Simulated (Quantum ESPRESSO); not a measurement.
# Ti4Re2MgW: input and log of a self-consistent run

Simulated, not a measurement. The program is pw.x of Quantum ESPRESSO 7.5 (plane-wave density functional theory). The cell is made up: eight metal atoms on a face-centred cubic lattice, with elements, volume, strain and displacements drawn at random and not relaxed, so it may be unstable or far from any real phase. PseudoDojo standard norm-conserving files set the functional (PBE unless stated); there is no spin polarisation or spin-orbit coupling, the Fermi-Dirac width of 0.25 eV means electrons at about 2900 K, and the masses in the input are unused placeholders. Heavy elements are run without spin-orbit coupling, which real alloys of them have. A spin test at this wide smearing found no moment, but such smearing suppresses magnetism that the real alloy may have.

Input:

```
&control calculation='scf', pseudo_dir='./dojo.nc.sr.pbe.v0_5.standard.upf', outdir='./o', disk_io='minimal', tprnfor=.true., tstress=.true. /
&system ibrav=0, nat=8, ntyp=4, nbnd=68, ecutwfc=84.00895049, nosym=.true., tot_charge=0,
 occupations='smearing', smearing='fd', degauss=0.0183746611
/
&electrons conv_thr=1.470e-08, electron_maxstep=70, mixing_beta=0.5 /
ATOMIC_SPECIES
Mg 1.0 Mg.upf
Re 1.0 Re.upf
Ti 1.0 Ti.upf
W 1.0 W.upf
CELL_PARAMETERS angstrom
0.0026 2.0724 2.1124
0.0612 4.0616 -4.1414
-8.5143 -2.0972 2.1267
ATOMIC_POSITIONS angstrom
Ti 0.0287 -0.0821 0.0987
Ti -4.2913 0.0794 -0.0478
Re 0.022 1.928 -2.0386
Mg -4.2927 2.0984 -2.0023
Re -6.4232 -0.0549 2.1359
Ti -1.9988 2.0886 0.0504
Ti -6.3507 2.0093 0.0197
W -2.059 4.1048 -1.9904
K_POINTS automatic
8 4 3 1 1 1
```

The log is shortened where brackets say so; the opening notice, blank lines, dates and the lines on written files are dropped, and the path of the files is cut. It prints rydbergs, bohrs and kilobars, and counts compression as positive stress. Its total energy is the free energy E - TS of the whole cell.

```
     Program PWSCF v.7.5
     Parallel version (MPI & OpenMP), running on       4 processor cores
     Number of MPI processes:                 4
     Threads/MPI process:                     1
     [start-up lines left out]
     bravais-lattice index     =            0
     lattice parameter (alat)  =       5.5921  a.u.
     unit-cell volume          =     982.4530 (a.u.)^3
     number of atoms/cell      =            8
     number of atomic types    =            4
     number of electrons       =       102.00
     number of Kohn-Sham states=           68
     kinetic-energy cutoff     =      84.0090  Ry
     charge density cutoff     =     336.0358  Ry
     scf convergence threshold =      1.5E-08
     mixing beta               =       0.5000
     number of iterations used =            8  plain     mixing
     Exchange-correlation= PBE
                           (   1   4   3   4   0   0   0)
     [axes and pseudopotential details left out]
   Cartesian axes
     site n.     atom                  positions (alat units)
         1        Ti     tau(   1) = (   0.0096984  -0.0277436   0.0333532  )
         2        Ti     tau(   2) = (  -1.4501374   0.0268312  -0.0161528  )
         3        Re     tau(   3) = (   0.0074343   0.6515193  -0.6888938  )
         4        Mg     tau(   4) = (  -1.4506105   0.7091018  -0.6766272  )
         5        Re     tau(   5) = (  -2.1705597  -0.0185521   0.7217739  )
         6        Ti     tau(   6) = (  -0.6754444   0.7057901   0.0170314  )
         7        Ti     tau(   7) = (  -2.1460601   0.6789926   0.0066571  )
         8        W      tau(   8) = (  -0.6957875   1.3871144  -0.6726059  )
     number of k points=    48  Fermi-Dirac smearing, width (Ry)=  0.0184
                       cart. coord. in units 2pi/alat
        k(    1) = (  -0.0806570   0.0908176  -0.0014430), wk =   0.0416667
        k(    2) = (   0.1519112   0.0889198   0.0001325), wk =   0.0416667
     [further k points left out]
     Dense  grid:   102159 G-vectors     FFT dimensions: (  36,  64, 100)
     Estimated max dynamical RAM per process >     342.46 MB
     Estimated total dynamical RAM >       1.26 GB
     Initial potential from superposition of free atoms
     starting charge     101.9917, renormalised to     102.0000
     Starting wfcs are   75 randomized atomic wfcs
     total cpu time spent up to now is        6.0 secs
     per-process dynamical memory:   265.7 Mb
     Self-consistent Calculation
     iteration #  1     ecut=    84.01 Ry     beta= 0.50
     Davidson diagonalization with overlap
     ethr =  1.00E-02,  avg # of iterations =  2.8
     Threshold (ethr) on eigenvalues was too large:
     Diagonalizing with lowered threshold
     Davidson diagonalization with overlap
     ethr =  4.94E-04,  avg # of iterations =  4.8
     total cpu time spent up to now is       34.8 secs
     total energy              =   -1092.19176621 Ry
     estimated scf accuracy    <       0.56425796 Ry
     iteration #  2     ecut=    84.01 Ry     beta= 0.50
     Davidson diagonalization with overlap
     ethr =  5.53E-04,  avg # of iterations =  9.7
     total cpu time spent up to now is       54.3 secs
     total energy              =   -1091.61789383 Ry
     estimated scf accuracy    <      11.79374601 Ry
     iteration #  3     ecut=    84.01 Ry     beta= 0.50
     Davidson diagonalization with overlap
     ethr =  5.53E-04,  avg # of iterations =  6.5
     total cpu time spent up to now is       69.3 secs
     total energy              =   -1092.18986536 Ry
     estimated scf accuracy    <       3.30335920 Ry
     iteration #  4     ecut=    84.01 Ry     beta= 0.50
     Davidson diagonalization with overlap
     ethr =  5.53E-04,  avg # of iterations =  2.5
     total cpu time spent up to now is       79.9 secs
     total energy              =   -1092.35392006 Ry
     estimated scf accuracy    <       0.89286738 Ry
     iteration #  5     ecut=    84.01 Ry     beta= 0.50
     Davidson diagonalization with overlap
     ethr =  5.53E-04,  avg # of iterations =  1.9
     total cpu time spent up to now is       89.2 secs
     total energy              =   -1092.36752676 Ry
     estimated scf accuracy    <       1.06754219 Ry
     [iterations 6 to 15 left out]
     iteration # 16     ecut=    84.01 Ry     beta= 0.50
     Davidson diagonalization with overlap
     ethr =  7.05E-09,  avg # of iterations =  6.1
     total cpu time spent up to now is      219.3 secs
     total energy              =   -1092.42514142 Ry
     estimated scf accuracy    <       0.00000629 Ry
     iteration # 17     ecut=    84.01 Ry     beta= 0.50
     Davidson diagonalization with overlap
     ethr =  6.17E-09,  avg # of iterations =  2.2
     total cpu time spent up to now is      228.9 secs
     total energy              =   -1092.42514176 Ry
     estimated scf accuracy    <       0.00000427 Ry
     iteration # 18     ecut=    84.01 Ry     beta= 0.50
     Davidson diagonalization with overlap
     ethr =  4.18E-09,  avg # of iterations =  1.2
     total cpu time spent up to now is      238.0 secs
     total energy              =   -1092.42514197 Ry
     estimated scf accuracy    <       0.00000145 Ry
     iteration # 19     ecut=    84.01 Ry     beta= 0.50
     Davidson diagonalization with overlap
     ethr =  1.42E-09,  avg # of iterations =  1.9
     total cpu time spent up to now is      248.2 secs
     total energy              =   -1092.42514208 Ry
     estimated scf accuracy    <       0.00000004 Ry
     iteration # 20     ecut=    84.01 Ry     beta= 0.50
     Davidson diagonalization with overlap
     ethr =  3.68E-11,  avg # of iterations =  7.6
     total cpu time spent up to now is      264.0 secs
     End of self-consistent calculation
     [lines on levels left out]
!    total energy              =   -1092.42514210 Ry
     estimated scf accuracy    <       0.00000001 Ry
     smearing contrib. (-TS)   =      -0.16960804 Ry
     internal energy E=F+TS    =   -1092.25553405 Ry
     The total energy is F=E-TS. E is the sum of the following terms:
     one-electron contribution =    -362.95556162 Ry
     hartree contribution      =     213.13682223 Ry
     xc contribution           =    -187.34129311 Ry
     ewald contribution        =    -755.09550154 Ry
     convergence has been achieved in  20 iterations
     Forces acting on atoms (cartesian axes, Ry/au):
     atom    1 type  3   force =    -0.00312012    0.00622030   -0.00389014
     atom    2 type  3   force =     0.00685221   -0.05233353    0.04725208
     atom    3 type  2   force =     0.01987351   -0.00222250    0.00253164
     atom    4 type  1   force =     0.01187058    0.01050673   -0.02589635
     atom    5 type  2   force =    -0.04298184    0.03180916   -0.02167077
     atom    6 type  3   force =     0.00202200    0.00282755   -0.00320651
     atom    7 type  3   force =    -0.01898315   -0.00375296    0.01342901
     atom    8 type  4   force =     0.02446681    0.00694525   -0.00854898
     Total force =     0.105054     Total SCF correction =     0.000404
     Computing stress (Cartesian axis) and pressure
          total   stress  (Ry/bohr**3)                   (kbar)     P=     -129.21
  -0.00070671  -0.00009746   0.00001466         -103.96      -14.34        2.16
  -0.00009746  -0.00100431   0.00002171          -14.34     -147.74        3.19
   0.00001466   0.00002171  -0.00092395            2.16        3.19     -135.92
     init_run     :      5.58s CPU      5.87s WALL (       1 calls)
     electrons    :    252.28s CPU    257.96s WALL (       1 calls)
     forces       :      1.83s CPU      1.84s WALL (       1 calls)
     stress       :      6.08s CPU      6.21s WALL (       1 calls)
     [timing details left out]
     PWSCF        :   4m25.92s CPU   4m32.12s WALL
     JOB DONE.
```

In other units: free energy -14863.201 eV for the cell, pressure -12.92 GPa, largest force component 1.346 eV/Å in size. The run took 274 s of wall time with four MPI processes on a shared machine (Intel Xeon, 2023 or later, virtual cores), so the time is rough. A rerun of this cell at a higher cutoff and on a denser mesh moved values by no more than 0.003 eV in energy, 0.04 GPa in stress and 0.004 eV/Å in force, and a second program with other atomic files agreed on that cell to 2 % rms in force and 0.5 GPa in pressure.